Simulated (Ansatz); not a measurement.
Given:

SnGe:
Space group P6₃/mmc (No. 194); a = 3.973 Å, b = 3.973 Å, c = 7.232 Å, α = 90.00°, β = 90.00°, γ = 120.00°

```
atom  site  symmetry       x       y       z
----  ----  --------  ------  ------  ------
Sn      2a      -3m.  0.0000  0.0000  0.0000
Ge      2c      -6m2  0.3333  0.6667  0.2500
```

This is the PBE-relaxed structure.

Task: All from PBE in the plane-wave PAW code Ansatz, unless another level is named. Give the electronic character.

Result: metallic (no gap).

Task: What about the density of states at the Fermi level?

Result: 0.59 states/eV per atom (mean over ±0.08 eV).

Task: And the formation energy from the elements (no fitted shifts)?

Result: 0.20 eV/atom.

Space group P6_3/mmc (NiAs type). A made-up cell: these elements were put on the sites of a structure type; neither database checked (COD, Materials Project) lists it. Whether it is the stable phase at ambient conditions was not checked. Symmetry was held in the PBE relaxation; whether a distortion lowers the energy is not shown. The references are the lowest solids computed at this level, not always the standard phases. Scalar-relativistic: spin–orbit coupling is off unless named, which matters more the heavier the elements.

Potentials: the later of the program's two PAW sets.
